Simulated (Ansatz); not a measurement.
Data:

InAg₂:
```cif
data_Ag4In2
_chemical_formula_sum 'Ag4 In2'
_space_group_name_H-M_alt 'P 1'
_space_group_IT_number 1
_cell_length_a 5.48145
_cell_length_b 5.48145
_cell_length_c 5.48145
_cell_angle_alpha 60.000
_cell_angle_beta 60.000
_cell_angle_gamma 60.000
loop_
_space_group_symop_operation_xyz
  'x, y, z'
loop_
_atom_site_label
_atom_site_type_symbol
_atom_site_fract_x
_atom_site_fract_y
_atom_site_fract_z
_atom_site_occupancy
Ag1 Ag 0.62500 0.62500 0.62500 1
Ag2 Ag 0.12500 0.62500 0.62500 1
Ag3 Ag 0.62500 0.12500 0.62500 1
Ag4 Ag 0.62500 0.62500 0.12500 1
In1 In 0.25000 0.25000 0.25000 1
In2 In 0.00000 0.00000 0.00000 1
```

This is the PBEsol-relaxed structure.

Q: All from the program Ansatz at the PBEsol level (PAW), unless another level is named. Estimate the density of states at the Fermi level.

A: 0.38 states/eV per atom (mean over ±0.08 eV).

Q: What about the formation energy from the elements (no fitted shifts)?

A: 0.019 eV/atom.

Space group Fd-3m (cubic Laves (MgCu2 type)). The cell is a constructed one: a structure type filled with these elements; neither database checked (COD, Materials Project) lists it. Whether it is the stable phase at ambient conditions was not checked. The PBEsol relaxation kept the symmetry of its start. At this level the phase is dynamically unstable (imaginary phonons). The run is not spin-polarised. The references are the lowest solids computed at this level, not always the standard phases. Scalar-relativistic: spin–orbit coupling is off unless named, which matters more the heavier the elements.

Potentials: the earlier of the program's two PAW sets. The files were generated under PBE; for other functionals the program regenerates the frozen cores, and for LDA and PBEsol the local potential too.
